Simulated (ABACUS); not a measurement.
Worked example: self-consistent single point of Ru (P6_3/mmc, 2 atoms in the cell; from Materials Project mp-33) in ABACUS.

Computed with PBE, PseudoDojo 0.5 standard norm-conserving PBE (tails mended) pseudopotentials (plane waves; ABACUS).

```
CELL_PARAMETERS angstrom
      2.70783     0.00000     0.00000
     -1.35391     2.34505     0.00000
      0.00000     0.00000     4.26810
ATOMIC_POSITIONS crystal
  Ru 0.33333 0.66667 0.25000
  Ru 0.66667 0.33333 0.75000
```

Reference input (self-consistent single point, DFT, PBE, plane waves, PseudoDojo 0.5 standard norm-conserving PBE (tails mended) pseudopotentials): KPT = Gamma 9 9 5 0 0 0; basis_type = pw; dft_functional = PBE; ecutwfc = 84 Ry; smearing_method = fd; smearing_sigma = 0.00734986 Ry; potentials = PseudoDojo 0.5 standard norm-conserving PBE (tails mended); symmetry = 1; symmetry_prec = 1e-05; ks_solver = cg; scf_nmax = 100; scf_thr = 1.0e-09 Ry. This run's input differs from it in these lines:

```diff
@@ -11,2 +11,3 @@
 smearing_sigma       0.00734986
+nbands               18
 ks_solver            cg
```

Output (repeated stretches shortened):

```
 SELF-CONSISTENT
 -------------------------------------------
                                 init_chg = atomic

 PW ALGORITHM --------------- ION=   1  ELEC=   1--------------------------------
 Notice: Threshold on eigenvalues was too large.

 Density error is 0.245135643536
                          Error Threshold = 0.00052887729373
 E_KohnSham     -404.2500852599      -5500.1045765204
 E_Fermi        1.8416663408         25.0571560495

 PW ALGORITHM --------------- ION=   1  ELEC=   2--------------------------------

 Density error is 0.0686803171271
                          Error Threshold = 0.00076604888605
   [... lines left out ...]

 Density error is 2.08715706635e-09
                          Error Threshold = 6.54226392075e-10
 E_KohnSham     -404.3291935648      -5501.1809002266
 E_Fermi        1.7522257906         23.8402549342

 PW ALGORITHM --------------- ION=   1  ELEC=   8--------------------------------

 Density error is 1.39361782508e-10
                          Error Threshold = 6.52236583233e-12
 E_KohnSham     -404.3291935685      -5501.1809002760
 E_KS(sigma->0) -404.3274280732      -5501.1568794813
 E_entropy(-TS) -0.0035309904        -0.0480415895
 E_Fermi        1.7522301601         23.8403143852
 charge density convergence is achieved
 final etot is -5501.1809003 eV
 EFERMI = 23.840314385 eV

 STATE ENERGY(eV) AND OCCUPATIONS    NSPIN == 1
   [... 15 lines left out ...]

 TOTAL-FORCE (eV/Angstrom)
                       Ru1         0.0000000000         0.0000000000         0.0000000000
                       Ru2         0.0000000000         0.0000000000         0.0000000000

 TOTAL-STRESS (KBAR)
        53.0107925595         0.0000000000         0.0000000000
         0.0000000000        53.0107730795         0.0000000000
         0.0000000000         0.0000000000        59.4728956562
 TOTAL-PRESSURE: 55.164820 KBAR

 --------------------------------------------
 !FINAL_ETOT_IS -5501.1809002760173826 eV
 --------------------------------------------
```

The run converged in 8 iterations. Against the reference run the free energy stays essentially unchanged (within 1 meV/atom) and the pressure stays near 5.52 GPa while the zz stress (positive for compression) goes from 6.34 to 5.95 GPa.

This run is one point of a test of settings, so its values need not be converged; read them against the reference run alone. The structure comes from a collection of computed structures, made at another level of theory; the collection holds predicted forms beside known ones. No clean gap shows at this smearing width and mesh (spacing up to 0.30 Å⁻¹); the mesh is coarse for partly filled bands, so the values carry mesh errors.

Cost on one core: roughly 40 core-seconds.

“Tails mended”: in these copies of the files the far tail of each local potential was reset to the Coulomb form.
